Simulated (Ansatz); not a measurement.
**fluorite-structured TaGa2**

The computed numbers are results of PBEsol, scalar-relativistic (no spin polarisation) in the plane-wave PAW code Ansatz at 420 eV, Γ-centred 10×10×10 mesh, 0.05 eV Gaussian smearing. The datasets are Ansatz's generated set soft_2.

```xyz
3
Lattice="0.0000 3.0709 3.0709 3.0709 0.0000 3.0709 3.0709 3.0709 0.0000" Properties=species:S:1:pos:R:3 pbc="T T T"
Ta    0.0000    0.0000    0.0000
Ga    1.5355    1.5355    1.5355
Ga    4.6064    4.6064    4.6064
```

The start was a prototype's sites filled with these elements, not a measured cell.

Cell and atoms are those of this level's equilibrium.

The cell has space group Fm-3m (read at 0.01 Å). In it the stress is 0.01, 0.01, 0.01, 0.00, 0.00, 0.00 GPa and the largest force component 0.000 eV/Å. Each change below starts from this cell, without further relaxation. Stress is in GPa, positive in compression, in the order xx, yy, zz, yz, xz, xy; energies are counted from the cell above and are free energies with the smearing's entropy, which match forces and stress in a metal.

Task: What happens when atom 3 (Ga) is moved by 0.20 Å along x?

Result: The energy changes by 108.4 meV per cell, and the force on it along the shift is -1.068 eV/Å (−F/u = 5.34 eV/Å²). Stress: 0.09, 1.69, 1.69, 5.64, 0.00, 0.00.
```
atom  Fx (eV/Å)     Fy     Fz
 Ta1      0.886  0.000  0.000
 Ga2      0.182  0.000  0.000
 Ga3     -1.068  0.000  0.000
```
In a harmonic crystal the energy would rise by −½F·u = ½ × 5.34 × 0.20² eV = 106.8 meV, which matches.

Task: A single strain component, atoms carried along, gave the stress -0.74, -1.08, -1.08, 0.00, 0.00, 0.00. Which component, and about how large?

Result: An engineering strain of 1 % in xx; the energy changes by 1.3 meV per cell.

For elements this heavy, spin–orbit coupling would shift levels and gaps; it isn't included here.
